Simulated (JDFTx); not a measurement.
An input for JDFTx (a modified build) (Au(111), CANDLE, water, 1 M KF; bohr, hartree) and the course of its log:

```
lattice \
  5.5738368721 2.7869184266 0.0000000000 \
  0.0000000000 4.8270843252 0.0000000000 \
  0.0000000000 0.0000000000 43.8416460913
coords-type Lattice
ion Au 0.0000000000 0.0000000000 -0.1557087550 0
ion Au 0.3333333333 0.3333333333 -0.0519029180 0
ion Au 0.6666666667 0.6666666667 0.0519029180 0
ion Au 0.0000000000 0.0000000000 0.1557087550 0
ion-species pseudo/au_pbe_v1.upf
elec-cutoff 20 100
elec-ex-corr gga-PBE
coulomb-interaction Slab 001
coulomb-truncation-embed 0 0 0
kpoint-folding 8 8 1
elec-smearing Fermi 0.01
elec-n-bands 32
target-mu -0.199916
electronic-scf nIterations 100 energyDiffThreshold 1e-07
fluid LinearPCM
pcm-variant CANDLE
fluid-solvent H2O
fluid-cation K+ 1
fluid-anion F- 1
fluid-minimize nIterations 400 knormThreshold 1e-09
wavefunction read f0.wfns
elec-initial-eigenvals f0.eigenvals
elec-initial-fillings read f0.fillings
fluid-initial-state f0.fluidState
dump-name f0_u0.$VAR
dump End State Ecomponents EigStats BandEigs Forces ElecDensity IonicPositions Fillings Kpoints Dtot FluidDebug BoundCharge FluidDensity
```

```
[one cycle in 5 is shown, and the last three; fluid-solver lines are left out]
	FillingsUpdate:  mu: -0.199916000  nElectrons: 43.299162
SCF: Cycle:  0   G: -129.610769029508901   dG: +2.432e-01   |Residual|: 4.144e-02   |deigs|: 1.096e-05
	FillingsUpdate:  mu: -0.199916000  nElectrons: 43.910640
SCF: Cycle:  5   G: -129.853387759052453   dG: -2.455e-03   |Residual|: 4.085e-03   |deigs|: 2.579e-03
	FillingsUpdate:  mu: -0.199916000  nElectrons: 44.161403
SCF: Cycle: 10   G: -129.827998942232256   dG: +1.429e-02   |Residual|: 1.362e-02   |deigs|: 1.778e-03
	FillingsUpdate:  mu: -0.199916000  nElectrons: 43.948828
SCF: Cycle: 15   G: -129.854337884433932   dG: -4.125e-01   |Residual|: 7.190e-03   |deigs|: 2.334e-02
	FillingsUpdate:  mu: -0.199916000  nElectrons: 43.979295
SCF: Cycle: 20   G: -129.853695037585396   dG: -1.013e-02   |Residual|: 4.782e-03   |deigs|: 3.843e-03
	FillingsUpdate:  mu: -0.199916000  nElectrons: 43.998989
SCF: Cycle: 25   G: -129.852270867289150   dG: +2.165e-03   |Residual|: 3.708e-03   |deigs|: 1.380e-03
	FillingsUpdate:  mu: -0.199916000  nElectrons: 44.116695
SCF: Cycle: 30   G: -129.836208818389366   dG: -6.181e-03   |Residual|: 1.113e-02   |deigs|: 7.104e-04
	FillingsUpdate:  mu: -0.199916000  nElectrons: 44.010995
SCF: Cycle: 35   G: -129.852297494424249   dG: +1.883e-03   |Residual|: 5.682e-03   |deigs|: 1.617e-03
	FillingsUpdate:  mu: -0.199916000  nElectrons: 43.357158
SCF: Cycle: 40   G: -129.610344905391258   dG: +2.218e-01   |Residual|: 4.013e-02   |deigs|: 1.085e-02
	FillingsUpdate:  mu: -0.199916000  nElectrons: 43.641115
SCF: Cycle: 45   G: -129.792184114014361   dG: -1.441e-03   |Residual|: 1.748e-02   |deigs|: 2.482e-04
	FillingsUpdate:  mu: -0.199916000  nElectrons: 44.018674
SCF: Cycle: 50   G: -129.851606997241873   dG: -4.993e-03   |Residual|: 5.803e-03   |deigs|: 1.845e-03
	FillingsUpdate:  mu: -0.199916000  nElectrons: 43.995215
SCF: Cycle: 55   G: -129.853187784226577   dG: -2.429e-05   |Residual|: 3.776e-03   |deigs|: 1.904e-03
	FillingsUpdate:  mu: -0.199916000  nElectrons: 43.920103
SCF: Cycle: 60   G: -129.854119143503283   dG: +1.548e-04   |Residual|: 2.033e-03   |deigs|: 8.895e-04
	FillingsUpdate:  mu: -0.199916000  nElectrons: 43.957894
SCF: Cycle: 65   G: -129.854418960618773   dG: -1.426e-04   |Residual|: 1.500e-03   |deigs|: 6.654e-04
	FillingsUpdate:  mu: -0.199916000  nElectrons: 43.941644
SCF: Cycle: 70   G: -129.854429340934104   dG: +1.650e-05   |Residual|: 1.749e-03   |deigs|: 2.870e-04
	FillingsUpdate:  mu: -0.199916000  nElectrons: 43.952348
SCF: Cycle: 75   G: -129.854438382516236   dG: -1.253e-03   |Residual|: 1.892e-03   |deigs|: 1.124e-03
	FillingsUpdate:  mu: -0.199916000  nElectrons: 43.894614
SCF: Cycle: 80   G: -129.852357514214503   dG: +1.929e-03   |Residual|: 3.793e-03   |deigs|: 1.673e-03
	FillingsUpdate:  mu: -0.199916000  nElectrons: 43.967485
SCF: Cycle: 85   G: -129.854251240787136   dG: +1.898e-04   |Residual|: 1.919e-03   |deigs|: 9.575e-04
	FillingsUpdate:  mu: -0.199916000  nElectrons: 43.968899
SCF: Cycle: 90   G: -129.854163209872098   dG: -5.624e-04   |Residual|: 1.891e-03   |deigs|: 4.622e-04
	FillingsUpdate:  mu: -0.199916000  nElectrons: 43.949555
SCF: Cycle: 95   G: -129.854441296845522   dG: -2.563e-04   |Residual|: 5.173e-04   |deigs|: 3.877e-04
	FillingsUpdate:  mu: -0.199916000  nElectrons: 43.951032
SCF: Cycle: 97   G: -129.854430808858012   dG: -5.361e-04   |Residual|: 1.501e-03   |deigs|: 7.676e-04
	FillingsUpdate:  mu: -0.199916000  nElectrons: 43.983599
SCF: Cycle: 98   G: -129.853595295524798   dG: +8.355e-04   |Residual|: 2.670e-03   |deigs|: 8.142e-04
	FillingsUpdate:  mu: -0.199916000  nElectrons: 43.953924
SCF: Cycle: 99   G: -129.854430788456625   dG: -8.355e-04   |Residual|: 5.425e-04   |deigs|: 7.085e-04
SCF: None of the convergence criteria satisfied after 100 iterations.
IonicMinimize: Iter:   0  G: -129.854430788456625  |grad|_K:  0.000e+00
IonicMinimize: Converged (|grad|_K<1.000000e-04).
```

This run gave no converged result. The electronic loop ended without meeting its threshold, so the last energy, electron count and forces aren't results.
